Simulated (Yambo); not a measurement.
Mg₂Ge (anti-fluorite, space group Fm-3m, No. 225), G0W0@LDA (Yambo, plasmon pole, terminator in G, 4×4×4 mesh): gap Γ → X in eV by bands and screening block.

| bands (W and G) | 2 Ry | 3 Ry | 5 Ry | 6 Ry | 8 Ry |
|---|---|---|---|---|---|
| 31 | (withheld) | 0.63 | (withheld) | 0.69 | 0.69 |
| 48 | 0.53 | 0.63 | 0.70 | 0.73 | 0.74 |
| 70 | 0.53 | (withheld) | 0.73 | 0.77 | 0.78 |
| 97 | 0.53 | 0.66 | 0.75 | 0.80 | 0.81 |
| 124 | 0.53 | 0.66 | 0.75 | 0.81 | 0.83 |

Task: Estimate the withheld gaps from their neighbours; the computed values follow.

Result: 
- 31, 2 Ry: 0.56
- 31, 5 Ry: 0.67
- 70, 3 Ry: 0.65

The largest settings aren't shown to be the converged limit.

The standard potential for Ge keeps a d shell in the valence without the s and p states of that shell. In tests on such compounds this moved G0W0 gaps by up to about 0.9 eV, so absolute quasiparticle energies here are unreliable; differences between settings are what counts.

Spin-orbit coupling is not included.

Geometry relaxed with LDA; primitive cell a = 4.445 Å, b = 4.445 Å, c = 4.445 Å, α = 60.00°, β = 60.00°, γ = 60.00°.
